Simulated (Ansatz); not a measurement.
## Structure search: one Zn₄SO₃ candidate

Computed with DFT PBE, scalar-relativistic, plane waves, PAW in Ansatz 0.2.0. Cutoff 420 eV, Gaussian smearing, Γ-centred meshes. Cell and atoms relax first on a coarse mesh and then on a converged one. In between, the cell is made exact in the group found at 0.06 Å. The steps can't lower the symmetry of their start. No spin polarisation.

The cell of Zn₄SO₃ is invented: ordered mixture on the anion sites of zinc blende (P-43m, No. 215) (occupants of the shared sites, in ratio, O: 3, S: 1). Its size is a rough estimate.

```xyz
8
Lattice="4.7042 0.0000 0.0000 0.0000 4.7042 0.0000 0.0000 0.0000 4.7042" Properties=species:S:1:pos:R:3 pbc="T T T"
Zn    3.5282    3.5282    3.5282
Zn    3.5282    1.1761    1.1761
Zn    1.1761    3.5282    1.1761
Zn    1.1761    1.1761    3.5282
S     2.3521    2.3521    2.3521
O     0.0000    0.0000    2.3521
O     0.0000    2.3521    0.0000
O     2.3521    0.0000    0.0000
```

The zero of energy is the elements' standard structures at the same level (O₂ as a molecule); no fitted shifts are applied.

Question: What does it relax into?

Answer: The symmetry stays P-43m (No. 215). The volume per atom grows by 7.6 %, from 13.0 to 14.0 Å³. The shortest distance goes from 2.04 Å (Zn–O and Zn–S) to 2.04 Å (Zn–O). The energy falls by about 0.17 eV/atom (the start's value is from the coarse mesh). Conventional cell: a = 4.821 Å. Zn has 3 O at 2.04 Å and 1 S at 2.26 Å; around S lie 4 Zn at 2.26 Å; O is surrounded by 4 Zn at 2.04 Å.

Space group P-43m (No. 215). a = 4.821 Å, b = 4.821 Å, c = 4.821 Å, α = 90.00°, β = 90.00°, γ = 90.00°
```csv
atom,site,symmetry,x,y,z
Zn,4e,.3m,0.7706,0.7706,0.7706
S,1b,-43m,0.5000,0.5000,0.5000
O,3d,-42.m,0.0000,0.0000,0.5000
```

Question: How does it come out in energy, and is it a metal?

Answer:

* Energy over the elements: −1.192 eV/atom
* Gap on the 8×8×8 mesh of the 8-atom cell: 0.43 eV

A negative formation energy is needed for stability but isn't enough: competing phases decide.

The last run used Gaussian smearing of 0.02 eV. Kohn–Sham gaps at this level usually fall short of measured ones. The reference form of S is held partly by dispersion forces, which this level lacks. A structure relaxed within its symmetry needn't be a true minimum. In all, the 3 runs took 73 s on 1 thread of Arm Neoverse V2, on a shared host.
